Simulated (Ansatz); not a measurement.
A geometry of ZrS2 away from equilibrium: step 17 of the relaxation of a randomly generated symmetric cell of ZrS2 (space group No. 151). Calculation: PBEsol (plane waves to 420 eV, PAW, scalar-relativistic; Ansatz, an electronic-structure program). Γ-centred k-mesh 5×5×3 on the run's cell (coarser than for final values), Fermi–Dirac smearing 0.05 eV.

```xyz
9
Lattice="6.7128 0.0000 0.0000 -3.3564 5.8134 0.0000 0.0000 0.0000 6.7260" Properties=species:S:1:pos:R:3 pbc="T T T"
S      5.2456     0.8471     5.6050
S      3.3564     4.1193     1.1210
S      1.4672     0.8471     3.3630
S      0.8425     3.3892     2.2420
S      0.0000     4.8484     4.4840
S     -0.8425     3.3892     0.0000
Zr    -1.2768     4.6128     2.2420
Zr     0.0000     2.4013     4.4840
Zr     1.2768     4.6128     0.0000
```

### Question
Which atoms carry the largest force, and which way does it point?

### Answer
0.06 eV/Å, on S4, S5, S6 (atoms numbered as listed); on S5 its components are (0.00, -0.06, 0.00).

### Question
What is the pressure?

### Answer
+2.1 GPa, compression positive.

### Question
How much energy per atom can still be gained by relaxing?

### Answer
0.03 eV/atom; the path ends in P3₁12 (No. 151).

No spin polarisation in the result.

The run could not lose the symmetry of its start: the end is stationary, and may be a saddle point rather than a minimum.

The end of the path is a generated cell of ZrS2: the first start was made by a random draw of sites in a space group, and the end was not matched to a known phase here, so it may be hypothetical. Known forms of ZrS2 include space group No. 164.
